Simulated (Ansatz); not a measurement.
## A plane-wave run on Sr$_{2}$CoBrO$_{3}$

input.yaml (Ansatz 0.2.0)

```yaml
crystal:
  lattice:
    - [3.908114, 0.0, 0.0]
    - [0.0, 3.908114, 0.0]
    - [0.0, 0.0, 14.309244]
  atoms:
    - { symbol: O, position: [0.25, 0.75, 0.2285] }
    - { symbol: O, position: [0.75, 0.25, 0.2285] }
    - { symbol: O, position: [0.75, 0.25, 0.7715] }
    - { symbol: O, position: [0.25, 0.75, 0.7715] }
    - { symbol: Br, position: [0.25, 0.25, 0.42383] }
    - { symbol: Br, position: [0.75, 0.75, 0.57617] }
    - { symbol: Co, position: [0.25, 0.25, 0.20508] }
    - { symbol: Co, position: [0.75, 0.75, 0.79492] }
    - { symbol: Sr, position: [0.75, 0.75, 0.09766] }
    - { symbol: Sr, position: [0.25, 0.25, 0.90234] }
    - { symbol: O, position: [0.25, 0.25, 0.0752] }
    - { symbol: O, position: [0.75, 0.75, 0.9248] }
    - { symbol: Sr, position: [0.75, 0.75, 0.34375] }
    - { symbol: Sr, position: [0.25, 0.25, 0.65625] }
  symmetry: { tolerance: 0.0003 }
kpoints:
  mp_grid: { grid: [9, 9, 3], shift: [0, 0, 0] }
  band_path:
    path:
      - [0.0, 0.0, 0.0]
      - [0.0, 0.5, 0.0]
      - [0.5, 0.5, 0.0]
      - [0.0, 0.0, 0.0]
      - [0.0, 0.0, 0.5]
      - [0.0, 0.5, 0.5]
      - [0.5, 0.5, 0.5]
      - [0.0, 0.0, 0.5]
      - [0.0, 0.5, 0.0]
      - [0.0, 0.5, 0.5]
      - [0.5, 0.5, 0.0]
    npoints: 6
magnetization:
  spin_polarized: false
scf:
  occupations: { method: fermi_dirac }
  lower_state_search: "off"
  max_iter: 200
hamiltonian:
  pseudopotentials: { kind: paw }
  xc: mr2scan
basis:
  ecutwfc: 500
  fft_grid_basis: typed
output:
  forces: true
  stress: true
  eigenvalues: true
  populations: true
  elf: true
  write_potential: true
  volumetric_format: npy
  dos:
    e_range: [-12, 8]
    de: 0.05
    projected: { site_lists: { Br: [Br], Co: [Co], O: [O], Sr: [Sr] } }
checkpoint:
  read: saved_state
```

The saved state is an earlier solution for the same cell, perhaps on another mesh. 

Parts of the output:

```
Pseudopotentials: kind: paw
Pseudopotential: O, paw, valence charge 6, recommended cutoff 500 eV (meta_gga), O.paw.azcp
Pseudopotential: Br, paw, valence charge 7, recommended cutoff 500 eV (meta_gga), Br.paw.azcp
Pseudopotential: Co, paw, valence charge 17, recommended cutoff 500 eV (meta_gga), Co.paw.azcp
Pseudopotential: Sr, paw, valence charge 10, recommended cutoff 500 eV (meta_gga), Sr.paw.azcp
Functional definition: m-r2SCAN
  exchange = m_r2scan_x
  correlation = m_r2scan_c
Crystal: 14 atoms, lattice volume = 218.550 Å³
Basis set: ecut = 500 eV, 5525 PW (Γ), exchange–correlation on 120×120×432 points (64 copies of the dense FFT grid, shifted against one another)
Bands: 76, of which v1, the nominal top of the filled ones, is band 62 counted from 1 (61 counted from 0)
Symmetry: 16 space group operations
Space group: P4/nmm (ITA 129), of the structure as read, at distance tolerance 1.8e-3 Å
k-points: 30 of 243
Initial density: read from a saved state, or passed on in memory by an earlier SCF of this step, an earlier step, the calling program or the single point that the run made first
Functional: x = mr2scan, c = mr2scan; τ floored in thin density (d = 2e-4 eV/Å³)
SCF iter   1: F=-33496.5480 eV  Δρ=5.43e-3  dr2=1.86e-2  dr2_τ=2.79e-2  defer=1
SCF iter   2: F=-33496.5435 eV  Δρ=4.54e-3  dr2=2.32e-2  dr2_τ=3.97e-3  defer=4
SCF iter   3: F=-33496.5617 eV  Δρ=2.26e-3  dr2=1.17e-3  dr2_τ=2.48e-3  defer=4
SCF iter   4: F=-33496.5622 eV  Δρ=3.31e-4  dr2=4.93e-5  dr2_τ=6.81e-5  defer=4
SCF iter   5: F=-33496.5623 eV  Δρ=9.41e-5  dr2=1.20e-5  dr2_τ=2.05e-6  defer=4
SCF iter   6: F=-33496.5623 eV  Δρ=3.83e-5  dr2=2.87e-6  dr2_τ=3.01e-7  defer=4
SCF iter   7: F=-33496.5623 eV  Δρ=1.09e-5  dr2=2.01e-7  dr2_τ=5.81e-8  defer=4
SCF iter   8: F=-33496.5623 eV  Δρ=9.30e-6  dr2=1.51e-7  dr2_τ=4.91e-9
SCF iter   9: F=-33496.5623 eV  Δρ=6.71e-7  dr2=1.03e-9  dr2_τ=1.42e-10
Free energy (F): -33496.5623 eV
Harris-Foulkes:  -33496.5623 eV  (|F-HF|=7.64e-10)
Internal energy: -33496.5486 eV  (E = F + TS)
E sigma→0 (E₀):  -33496.5555 eV
Entropy (-TS):   -0.0137 eV (-0.981 meV/atom)
Fermi energy:    9.6059 eV
--- Per-component energies (eV) ---
  E_band       = -1091.7093
  E_kinetic    = 3212.5967
  E_local      = -17014.5131  (includes V_loc(G=0)·N_el)
  E_nonlocal   = 2147.1728
  E_hartree    = 6946.4449
  E_xc         = -1917.5742
  E_vxc        = -2039.4183  (∫ρ·V_xc dr)
  E_paw        = -19403.2708  (= ΣΔE_a)
  E_vpaw       = -1408.3949  (= ΣTr[D̂ρ^β])
  E_aug_tail   = 0.0061  (compensation charges beyond the density's cutoff)
  E_vtau       = 117.9488  (kinetic-family band-sum trace: ∫τ·v_τ [+ j·A + Jᵃ·Aᵃ] dr)
  E_ewald      = -7465.7285
  E_core_change = -1.6826  (= ΣΔE_core)
  E_smearing   = -0.0137  (= −TS)
--- Forces (eV/Å), atoms counted from 1 ---
  atom   1  O      0.0000     0.0000    -0.3298
  atom   2  O      0.0000     0.0000    -0.3298
  atom   3  O      0.0000     0.0000     0.3298
  atom   4  O      0.0000     0.0000     0.3298
  atom   5  Br     0.0000     0.0000     0.2115
  atom   6  Br     0.0000     0.0000    -0.2115
  atom   7  Co     0.0000     0.0000     0.0233
  atom   8  Co     0.0000     0.0000    -0.0233
  atom   9  Sr     0.0000     0.0000     0.0166
  atom  10  Sr     0.0000     0.0000    -0.0166
  atom  11  O      0.0000     0.0000     0.6702
  atom  12  O      0.0000     0.0000    -0.6702
  atom  13  Sr     0.0000     0.0000    -1.1625
  atom  14  Sr     0.0000     0.0000     1.1625
--- Stress (GPa, compression-positive) ---
       -2.0558       0.0000       0.0000
        0.0000      -2.0558       0.0000
        0.0000       0.0000      -1.5386
  P = ⅓ Tr σ = -1.8834 GPa (-18.834 kbar)
--- Löwdin populations: 14 sites ---
  site symbol       q [e]
     0      O      7.0697
     1      O      7.0697
     2      O      7.0697
     3      O      7.0697
     4     Br      7.6296
     5     Br      7.6296
     6     Co     15.8781
     7     Co     15.8781
     8     Sr      8.2878
     9     Sr      8.2878
    10      O      7.0844
    11      O      7.0844
    12     Sr      8.3669
    13     Sr      8.3669
  spilling = 0.0099 (of n_electrons = 124.0000)
```

Origin: a known structure type with other elements, at an estimated volume, so it need not be a known compound. Caveats: no spin polarisation, so a magnetic state may lie lower; m-r2SCAN is r2SCAN with a changed spin dependence that lowers moments.
